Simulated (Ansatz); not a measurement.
Cu interstitial in LaGa3Cu, calculated

Level of theory: PBEsol, no spin polarisation, scalar-relativistic; Ansatz, plane waves to 420 eV (PAW set soft_2), k-mesh 3×3×3.

The relaxed host crystal (no gap at this level of theory):

```xyz
5
Lattice="-2.1235 2.1235 5.1527 2.1235 -2.1235 5.1527 2.1235 2.1235 -5.1527" Properties=species:S:1:pos:R:3 pbc="T T T"
La    0.0000    0.0000    1.4633
Ga    0.0000    2.1235    4.0398
Ga    2.1235    0.0000    4.0398
Ga    0.0000    0.0000    7.6062
Cu    0.0000    0.0000    5.2227
```

Supercell of 25 atoms, rows of the matrix [[-1,-2,-2],[-1,1,-1],[2,0,1]] times the cell vectors; Cu interstitial at (0.167, 0.667, 0.500) in fractions of the cell above. Atoms are relaxed at the host's cell, from a start shaken by 0.05 Å near the defect.

Nearest atoms to the added Cu: relaxed Ga 2.40 Å, Cu 2.44 Å, Cu 2.44 Å, Ga 2.48 Å, Ga 2.48 Å, La 2.49 Å, La 2.49 Å, Ga 2.84 Å.

```csv
charge,gap of the cell on the mesh (eV)
0,0.00
```

Formation energy of the neutral defect: 1.72 eV, taking atoms from and to the elements' standard states (no corrections for gases), so it belongs to those chemical potentials alone.

Caveats: small supercell, so energies and levels can be off by tenths of an eV; one random start near the defect, so other minima are possible.
